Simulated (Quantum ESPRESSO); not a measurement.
# Planted mistakes on one cell of Zr2TaO5F3

The results below are calculated, not measured. They come from pw.x of Quantum ESPRESSO 7.5, a plane-wave density functional program, with PseudoDojo standard norm-conserving files (v0.5 for PBE, v0.4.1 for LDA and PBEsol). The cells are made up: elements, strain and atom displacements were drawn at random, and nothing was relaxed. There is no spin polarisation, spin-orbit coupling or dispersion term.

The cell has 12 sites of a rutile lattice (two cells along c). Sites 1 to 4 hold Zr Zr Ta empty; sites 5 to 12 hold O F O F O O O F. Cell vectors in Å: (4.938, 0.000, 0.000); (0.000, 4.938, 0.000); (0.000, 0.000, 6.591). Settings: PBE, cutoff 1143 eV, 5 x 5 x 4 k mesh shifted by half a step, Fermi-Dirac smearing of 0.025 eV.

The intended run has a self-consistency threshold of 1e-07 eV, a smearing term of 0.000 eV, a pressure of -13.66 GPa and 18 iterations. Each further run changes one thing: all lengths scaled by 1.0164; atoms of sites 8 and 10 exchanged; cutoff 589 eV; files of PBEsol; k mesh 2 x 2 x 2; one electron removed; smearing 0.74 eV; threshold 0.1 eV. A coarse mesh keeps the shift, and a charged cell sits in a uniform background.

| run | change of free energy (eV) | smearing term -TS (eV) | change of P (GPa) | largest change of a force component (eV/Å) | iterations |
| --- | --- | --- | --- | --- | --- |
| A | -1.819 | -5.266 | 4.63 | 1.031 | 19 |
| B | -5.987 | -0.026 | -11.56 | 1.545 | 22 |
| C | 0.809 | 0.000 | -4.75 | 0.376 | 19 |
| D | 17.262 | 0.000 | -4.33 | 0.201 | 18 |
| E | 17.058 | 0.000 | -65.00 | 0.188 | 17 |
| F | 0.063 | 0.000 | 0.41 | 0.134 | 9 |
| G | 0.015 | 0.000 | 0.01 | 0.040 | 18 |
| H | -1.574 | 0.000 | -0.46 | 4.257 | 18 |

A rerun of the intended cell at 1467 eV and k mesh 7 x 7 x 6 moved values by no more than 0.004 eV in the cell's energy, 0.03 GPa in stress and 0.002 eV/Å in force.

Question: which change belongs to which run?

## Worked reading

Run F has the fewest iterations, as a run stopped early does. Run A has the largest smearing term, as wide smearing gives. Run E has a higher energy and the largest fall in pressure, as too small a basis gives. Run C changes the volume by a factor of 1.0500; minus its pressure change over the logarithm of that factor, 97 GPa, is a rough bulk modulus with clamped atoms. Energies from files of another functional, or of a charged cell, have another zero and say nothing on stability; the pressure of a charged cell rests on the program's zero of potential too.

## Key

```
run,change
A,smearing 0.74 eV
B,one electron removed
C,all lengths scaled by 1.0164
D,files of PBEsol
E,cutoff 589 eV
F,threshold 0.1 eV
G,k mesh 2 x 2 x 2
H,atoms of sites 8 and 10 exchanged
```